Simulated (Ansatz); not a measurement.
Given:

ScGa₃:
```
ScGa3
1.0
    4.07504     0.00000     0.00000
    0.00000     4.07504     0.00000
    0.00000     0.00000     4.07504
Sc Ga
1 3
Direct
  0.00000   0.00000   0.00000
  0.50000   0.50000   0.00000
  0.00000   0.50000   0.50000
  0.50000   0.00000   0.50000
```

This is the r²SCAN-relaxed structure.

Q: All from r²SCAN (plane waves, PAW; program Ansatz), unless another level is named. Predict the density of states at the Fermi level.

A: 0.46 states/eV per atom (mean over ±0.08 eV).

Q: And the formation energy from the elements (no fitted shifts)?

A: -0.52 eV/atom.

Space group Pm-3m (Cu3Au type). The first step of the workflow began from a Materials Project structure, measured or hypothetical; the Crystallography Open Database files this formula in space group No. 221, but the cells were not matched. Its standing as an ambient phase is unchecked. Symmetry was held in the r²SCAN relaxation; its stability against distortions is not shown here. No spin polarisation was allowed. The references are the lowest solids computed at this level, not always the standard phases. Spin–orbit coupling is left out wherever it is not named.

Potentials: the later of the program's two PAW sets.
